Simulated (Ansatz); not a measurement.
Given:

MoSi2 (MoSi2 type, space group I4/mmm)

Space group I4/mmm (No. 139); a = b = 3.190 Å, c = 7.821 Å, α = β = γ = 90.00°

| atom | site | symmetry | x | y | z |
|---|---|---|---|---|---|
| Mo | 2a | 4/mmm | 0.0000 | 0.0000 | 0.0000 |
| Si | 4e | 4mm | 0.0000 | 0.0000 | 0.3351 |
(The calculation used a cell of 3 atoms; values per cell refer to that cell.)

This relaxed cell (volume V₀) is scaled evenly in all directions, its shape held. The atoms relax within the cell's symmetry.

The numbers are results of PBEsol (plane waves to 420 eV, PAW, scalar-relativistic; Ansatz, an electronic-structure program), not measurements. k mesh 20×20×20 (Γ-centred), Fermi-Dirac smearing 0.05 eV. Energies are smeared free energies. Compression counts positive. With the shape held, the modulus is that of even scaling; a crystal free to change shape is softer. MoSi2 is run without spin polarisation. MoSi2 was relaxed with its symmetry unable to fall. The PAW data are Ansatz's earlier set. The zero of ΔE is the relaxed starting cell.

The scan covers V/V₀ from 0.940 to 1.060 in 13 points.

Task: What is ΔE at V/V₀ = 0.940?

Result: 37 meV/atom.

Task: What is ΔE at V/V₀ = 1.060?

Result: 29 meV/atom.

Task: What pressure does the cell carry at V/V₀ = 0.940?

Result: 15.6 GPa.

(A scan under strain: stresses follow from slopes of the energy per volume, elastic moduli from its curvatures.)
